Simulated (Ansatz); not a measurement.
Sc (dhcp (α-La type), P6_3/mmc) under volume change, DFT-PBE in the program Ansatz with PAW potentials, shape and atoms relaxed at each volume.

```csv
V (Å³/atom),E − E(relaxed) (meV/atom),P (GPa)
22.407,37.0,5.70
23.146,15.7,3.56
23.884,3.8,1.67
24.623,0.0,0.00
25.362,3.5,-1.47
26.101,13.3,-2.77
26.839,28.8,-3.92
```

### Question
What does a third-order Birch–Murnaghan fit give for V₀, B₀ and B′?

### Answer
V₀ = 24.62 Å³/atom, B₀ = 52.2 GPa, B′ = 3.1.

The start of the workflow was typed in or built on a structure type. Its sites differ from those of the usual phase in this space group: another stacking or structure type. Symmetry was held in the PBE relaxation; its stability against distortions is not shown here. The run is not spin-polarised.

Potentials: the earlier of the program's two PAW sets.
